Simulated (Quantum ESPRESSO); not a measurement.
# Zr3Pd2NbGaSc: one composition in several site orders

Computed values, not a measurement. The program is pw.x of Quantum ESPRESSO 7.5 (plane-wave density functional theory). The cell is made up: eight metal atoms on a face-centred cubic lattice, with elements, volume, strain and displacements drawn at random and not relaxed, so it may be unstable or far from any real phase. PseudoDojo standard norm-conserving files set the functional (PBE unless stated); there is no spin polarisation or spin-orbit coupling, the Fermi-Dirac width of 0.25 eV means electrons at about 2900 K, and the masses in the input are unused placeholders. A spin test at this wide smearing found no moment, but such smearing suppresses magnetism that the real alloy may have.

The runs put one composition on the sites in different orders. Cell, positions, cutoff, mesh and smearing stay as in the input of run 1; sites are counted in its order. Stress in the tables is positive in tension.

Input of run 1:

```
&control calculation='scf', pseudo_dir='./dojo.nc.sr.pbe.v0_5.standard.upf', outdir='./o', disk_io='minimal', tprnfor=.true., tstress=.true. /
&system ibrav=0, nat=8, ntyp=5, nbnd=72, ecutwfc=82.02448710, nosym=.true., tot_charge=0,
 occupations='smearing', smearing='fd', degauss=0.0183746611
/
&electrons conv_thr=1.470e-08, electron_maxstep=70, mixing_beta=0.5 /
ATOMIC_SPECIES
Ga 1.0 Ga.upf
Nb 1.0 Nb.upf
Pd 1.0 Pd.upf
Sc 1.0 Sc.upf
Zr 1.0 Zr.upf
CELL_PARAMETERS angstrom
-2.1268 -4.2535 -2.1268
-4.2535 2.1268 2.1268
0.0 4.2535 -4.2535
ATOMIC_POSITIONS angstrom
Zr 0.0298 0.036 -0.1796
Pd -0.0227 2.0044 -2.1302
Zr -2.1339 2.2539 0.0038
Nb -2.2379 4.1012 -2.1426
Zr -2.1478 0.0257 -1.9958
Ga -2.1937 2.2053 -4.1943
Pd -4.1569 -0.0878 -0.0533
Sc -4.37 2.1757 -1.9711
K_POINTS automatic
5 5 4 1 1 1
```

| run | elements on sites 1 to 8 | free energy less that of run 1 (eV) | -TS (eV) | pressure (GPa) | stress xx (GPa) | stress yy (GPa) | stress zz (GPa) | stress yz (GPa) | stress xz (GPa) | stress xy (GPa) | iterations |
| --- | --- | --- | --- | --- | --- | --- | --- | --- | --- | --- | --- |
| 1 | Zr Pd Zr Nb Zr Ga Pd Sc | 0.000 | -1.719 | 1.58 | -5.73 | 2.01 | -1.02 | -1.10 | 0.70 | -0.47 | 19 |
| 2 | Zr Zr Sc Pd Zr Nb Pd Ga | 0.656 | -1.687 | 2.87 | -3.73 | -2.04 | -2.85 | -1.40 | 0.45 | 0.71 | 18 |
| 3 | Ga Zr Sc Zr Pd Nb Zr Pd | 0.447 | -1.710 | 2.31 | -3.00 | -1.10 | -2.83 | 0.39 | 0.82 | 0.80 | 19 |
| 4 | Ga Zr Nb Sc Pd Pd Zr Zr | 0.429 | -1.700 | 3.19 | -1.16 | -3.76 | -4.64 | 0.10 | -0.65 | -1.00 | 19 |
| 5 | Zr Ga Sc Pd Nb Zr Zr Pd | 0.610 | -1.644 | 2.67 | -1.77 | -2.98 | -3.26 | -2.09 | 0.40 | 0.11 | 19 |
| 6 | Zr Pd Pd Sc Ga Zr Zr Nb | 0.044 | -1.683 | 2.08 | -0.40 | -3.14 | -2.70 | -2.49 | -0.69 | -0.35 | 18 |

Forces Fx Fy Fz (eV/Å):

```
site              run 1              run 2              run 3              run 4              run 5              run 6
   1   -0.24 -0.39 1.51    0.39 -1.21 2.73   -0.54 -0.63 1.22   -0.37 -0.57 0.73   -0.07 -0.49 2.06    -0.37 0.30 0.60
   2   -0.08 1.02 -0.26    0.45 2.68 -0.82   -0.66 1.38 -0.31    -0.87 1.06 0.18    0.02 0.99 -0.37    0.01 0.82 -0.24
   3    0.43 -0.41 0.62   0.01 -1.03 -0.32   0.79 -1.91 -0.26    0.63 -1.07 0.36   0.06 -0.77 -1.90   0.27 -0.75 -0.23
   4    1.44 0.82 -0.68    0.28 0.30 -0.19     0.86 1.86 0.19    1.88 1.69 -0.20     0.50 0.69 0.26     1.38 0.89 1.90
   5  -0.41 -0.27 -0.68  -0.77 -0.51 -1.53   0.08 -0.04 -0.47   0.02 -0.08 -0.35   0.35 -0.38 -1.51   -0.06 0.29 -0.94
   6   -0.09 -0.58 0.11    0.08 -0.44 0.47    0.94 -1.09 0.00   0.24 -0.59 -0.24    0.32 -1.22 1.05   0.44 -1.99 -0.31
   7    -0.62 0.38 0.45    -0.56 0.46 0.59    -1.41 0.88 0.32    -1.02 1.03 0.66    -1.16 1.42 0.61   -1.01 0.84 -0.75
   8  -0.43 -0.57 -1.08   0.12 -0.26 -0.93  -0.06 -0.46 -0.70  -0.50 -1.48 -1.14  -0.02 -0.23 -0.20  -0.65 -0.41 -0.03
```

The sites are displaced and not relaxed, so the energy differences mix bonding between neighbours with strain and are not ordering energies. A rerun of one cell of this series at a higher cutoff and on a denser mesh moved values by no more than 0.004 eV in energy, 0.02 GPa in stress and 0.004 eV/Å in force, and a second program with other atomic files agreed on that cell to 2 % rms in force and 0.5 GPa in pressure.